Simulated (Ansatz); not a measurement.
Input and command of a plane-wave DFT calculation in Ansatz:

```yaml
crystal:
  lattice:
    - [0.0, 2.7107602152, 2.7107602152]
    - [2.7107602152, 0.0, 2.7107602152]
    - [2.7107602152, 2.7107602152, 0.0]
  atoms:
    - { symbol: Si, position: [0.5, 0.5, 0.5] }
    - { symbol: Si, position: [0.75, 0.75, 0.75] }
basis:
  ecutwfc: 420
kpoints:
  mp_grid: { grid: [12, 12, 12] }
hamiltonian:
  xc: pbe
  dispersion: d3bj
scf:
  occupations: { method: gaussian, width: 0.02 }
output:
  forces: true
  stress: true
  eigenvalues: true
  write_density: true
  write_potential: true
  elf: true
  volumetric_format: npy
relax:
  adjacent_minimum: "off"
  f_tol: 0.005
  max_steps: 80
  cell: { stress_tol: 0.05 }
```

```bash
ansatz run input.yaml --threads 4 --pin off --max-ram 12288MiB --backend cpu --events-out ev --progress --plain --runs-dir out
```

Processor: Arm Neoverse N1, 4 threads, on a host shared with other jobs.

Task: How long does it run, and how much memory does it take?

Result: About 2.1 s on 4 threads of Arm Neoverse N1 (shared host), peak memory 0.38 GiB. It solves 8 bands at 72 k points (the mesh reduced by the symmetry that the task leaves, which can be less than the crystal's) with about 749 plane waves (on the last cell), in 9 SCF iterations over 2 ionic steps.
